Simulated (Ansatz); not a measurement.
NaHg₂:
```
NaHg2
1.0
    5.07508     0.00000     0.00000
   -2.53754     4.39515     0.00000
    0.00000     0.00000     3.26176
Hg Na
2 1
Direct
  0.33333   0.66667   0.50000
  0.66667   0.33333   0.50000
  0.00000   0.00000   0.00000
```

Relaxed with r²SCAN.

Question: Map the electron localisation function on the plane through (0.333, 0.667, 0.500) spanned by u = [0, 0, 1] and v = [1, -1, 0] in lattice vectors, from r²SCAN in the plane-wave PAW code Ansatz.

Answer: x is the fraction of u, y of v (the angle between them is 90°; rows are the nearest grid lines); atoms in the plane: Hg at (0.00, 0.00), Hg at (0.00, 0.33), Na at (0.50, 0.67).
```
|@%**+=-:.:-=+**%@|
|***+=--:.:--=+***|
|*+++=--:.:--=+++*|
|====--:...:--====|
|==--:.     .:--==|
|::.           .::|
|..    -+*+-    ..|
|    :##*+*##:    |
|    -##=:=##-    |
|.    -*###*-    .|
|..    .-=-.    ..|
|---:.       .:---|
|====--:...:--====|
|+++==--:.:--==+++|
|**++=--:.:--=++**|
|@%**+=-:.:-=+**%@|
|%#**+=-:.:-=+**#%|
|+++=--:...:--=+++|
|==----:...:----==|
|::::::.. ..::::::|
|-----::...::-----|
|*++==-:...:-==++*|
|***+=--:.:--=+***|
|@%**+=-:.:-=+**%@|
```
Scale: ten equal steps from 0.014 (start of ' ') to 0.798 (end of '@'), in the order ' .:-=+*#%@'; x runs from 0.000 to 1.00, y from 0.000 (bottom) to 1.00 (top).

The density is the valence pseudo-density with augmentation charge, so density and ELF within about 1 Å of a nucleus are not all-electron values.

Space group P6/mmm. The workflow started from an entry of the Crystallography Open Database (COD). Whether it is the stable phase at ambient conditions was not checked. Symmetry was held in the r²SCAN relaxation; whether a distortion lowers the energy is not shown. Scalar-relativistic: spin–orbit coupling is off unless named, which matters more the heavier the elements.

Potentials: the later of the program's two PAW sets.
